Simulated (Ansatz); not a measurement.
Polymorphs of InGaAs2, each relaxed with LDA (plane waves, PAW; program Ansatz):

A: R3m
a = b = 4.1108 Å, c = 20.2194 Å, α = β = 90.00°, γ = 120.00°

```csv
atom,site,symmetry,x,y,z
In,3a,3m,0.0000,0.0000,0.3757
Ga,3a,3m,0.0000,0.0000,0.8750
As,3a,3m,0.0000,0.0000,0.9947
As,3a,3m,0.0000,0.0000,0.5047
```

B: P-4m2
a = 4.1018 Å, b = 4.1018 Å, c = 5.8457 Å, α = 90.00°, β = 90.00°, γ = 90.00°

```csv
atom,site,symmetry,x,y,z
In,1d,-4m2,0.0000,0.0000,0.5000
Ga,1b,-4m2,0.5000,0.5000,0.0000
As,2g,2mm.,0.0000,0.5000,0.2301
```

Task: Put the candidates in order of energy per atom at 0 K, lowest first, for LDA.

Result: B (+0 meV/atom), A (+10 meV/atom)

Standing as an ambient phase not checked: A; B. Perhaps ordered models of mixed-site phases: A; B. All cells were relaxed under the symmetry of their starts (and spin orders); stability against distortions was not tested throughout. Spin–orbit coupling is left out wherever it is not named.

Energies hold the estimated change up to a 700 eV cutoff; steps of a few meV lie near the error of the meshes.

Potentials: the later of the program's two PAW sets.
